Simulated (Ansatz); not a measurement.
## Contact densities of Cs against volume

```xyz
1
Lattice="-3.1285 3.1285 3.1285 3.1285 -3.1285 3.1285 3.1285 3.1285 -3.1285" Properties=species:S:1:pos:R:3 pbc="T T T"
Cs    0.0000    0.0000    0.0000
```

The conventional cell has a = 6.257 Å, b = 6.257 Å, c = 6.257 Å, α = 90.00°, β = 90.00°, γ = 90.00°.

The cell is the one relaxed in the Materials Project (mp-1), not relaxed further here; entries there can be hypothetical.

No spin–orbit coupling, which matters for the heavy atoms here.

Level of theory: DFT, r2SCAN, all-electron PAW with datasets made for the crystal, scalar-relativistic in Ansatz 0.2.0.

Numerical set-up: a Γ-centred 9×9×9 k mesh, Fermi–Dirac smearing of 0.03 eV, cutoff 300 eV (chosen by the program for this cell), no spin polarisation.

The contact density is the mean electron density over the nuclear volume; its changes follow the s electrons' response to bonding and compression. Changes below are taken from the unscaled cell, where it is 1.89704e+06 e/Å³ at Cs.

| V/V(cell) | P (GPa) | Δρ(0) Cs (e/Å³) |
| --- | --- | --- |
| 0.9600 | 0.1 | ? |
| 1.0000 | 0.0 | 0.00 |
| 1.0400 | -0.1 | ? |

**Question.** Give the missing entry: row "1.0400", column "Δρ(0) Cs (e/Å³)".

**Answer.** -1.05.

**Question.** Fill in "Δρ(0) Cs (e/Å³)" for the row "0.9600".

**Answer.** 1.17.

The datasets are made afresh for each cell, so very small changes are uncertain. Scalar relativity leaves out the p1/2 density at heavy nuclei.
